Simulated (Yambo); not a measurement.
Quantum ESPRESSO input (LDA, PseudoDojo standard norm-conserving files, scalar-relativistic) whose wavefunctions are converted with p2y:

```
&CONTROL
  calculation = 'nscf'
  pseudo_dir = './pseudo'
  outdir = './out'
/
&SYSTEM
  ibrav = 0
  nat = 2
  ntyp = 2
  ecutwfc = 86.0
  ecutrho = 344.0
  occupations = 'fixed'
  force_symmorphic = .true.
  nbnd = 102
/
&ELECTRONS
  conv_thr = 2e-09
  diago_full_acc = .true.
  diago_thr_init = 1e-08
/
ATOMIC_SPECIES
Cl 35.4500 Cl.upf
Ag 107.8682 Ag.upf
CELL_PARAMETERS angstrom
  0.000000000000   2.677543653000   2.677543653000
  2.677543653000   0.000000000000   2.677543653000
  2.677543653000   2.677543653000   0.000000000000
ATOMIC_POSITIONS crystal
Cl   0.500000000000   0.500000000000   0.500000000000
Ag   0.000000000000   0.000000000000   0.000000000000
K_POINTS automatic
2 2 2 0 0 0
```

Yambo's initialisation report on symmetry, reciprocal space, the k grid and the gaps on this mesh:

```
  [02.02] Symmetries
  ==================

  Inversion symmetry    : yes
  Spatial inversion     : yes
  Inversion index       :  25
  K-space Time-reversal : no
  Magnetic symmetries   : no
  Group table correct   : yes
  Symmetries units      :  [cc]

  [02.03] Reciprocal space
  ========================

  nG shells         :  300
  nG charge         :  27941
  nG WFs            :   4221
  nC WFs            :   3498
  G-vecs. in first 30 shells:  [ Number ]
     1    9   15   27   51   59   65   89  113
    137   169   181   229   259   283   307   331   339
    387   411   459   531   537   561   609   645   701
    725   749   821
  ...
  Shell energy in first 30 shells:  [ mHa ]
    0.00000      578.256      771.008      1542.02      2120.27      2313.02      3084.03      3662.29      3855.04
    4626.05      5204.30      6168.06      6746.32      6939.07      7710.08      8288.34      8481.09      9252.10
    9830.35      10023.1      10794.1      11372.4      12336.1      12914.4      13107.1      13878.1      14456.4
    14649.2      15420.2      15998.4
  ...

  [02.04] K-grid lattice
  ======================

  Compatible Grid is   : 3D
  Base K vectors       :  K_min[ 1 ]  K_min[ 2 ]  K_min[ 3 ]
  K_min[ 1 ] : -0.500000  0.000000  0.000000 [rlu]
  K_min[ 2 ] :  0.000000  0.000000 -0.500000 [rlu]
  K_min[ 3 ] :  0.000000 -0.500000  0.000000 [rlu]
  Grid dimensions      :  2  2  2
  K lattice UC volume  :  0.119678 [a.u.]

  IBZ K-points                                      :  3
  BZ  K-points                                      :   8

  K/Q-points units:
  rlu = crystal or reduced units; cc = cartesian coordinates; iku = interal k-units

  K [1]          [rlu]:  0.000000  0.000000  0.000000
         WF components:   3479
  K [2]          [rlu]:  0.000000  0.000000 -0.500000
         WF components:   3498
  K [3]          [rlu]:  0.000000 -0.500000 -0.500000
         WF components:   3490

  [02.05] Energies & Occupations
  ==============================

  [X] === General ===
  [X] Electronic Temperature                        :  0.000000  0.000000 [eV K]
  [X] Bosonic    Temperature                        :  0.000000  0.000000 [eV K]
  [X] Finite Temperature mode                       : no
  [X] El. density                                   :  0.67723E+24 [cm-3]
  [X] Fermi Level                                   :  9.729657 [eV]

  [X] === Gaps and Widths ===
  [X] Conduction Band Min                           :  0.626683 [eV]
  [X] Valence Band Max                              :  0.000000 [eV]
  [X] Filled Bands                                  :  13
  [X] Empty Bands                                   :   14  102
  [X] Direct Gap                                    :  3.376216 [eV]
  [X] Direct Gap localized at k                     :  1
  [X] Indirect Gap                                  :  0.626683 [eV]
  [X] Indirect Gap between kpts                     :  2  1
  [X] Last valence band width                       :  2.749533 [eV]
  [X] 1st conduction band width                     :  3.029585 [eV]
```
The gaps are LDA values on this mesh alone; only operations without fractional translations are kept.

Spin-orbit coupling is not included.

Geometry relaxed with LDA.
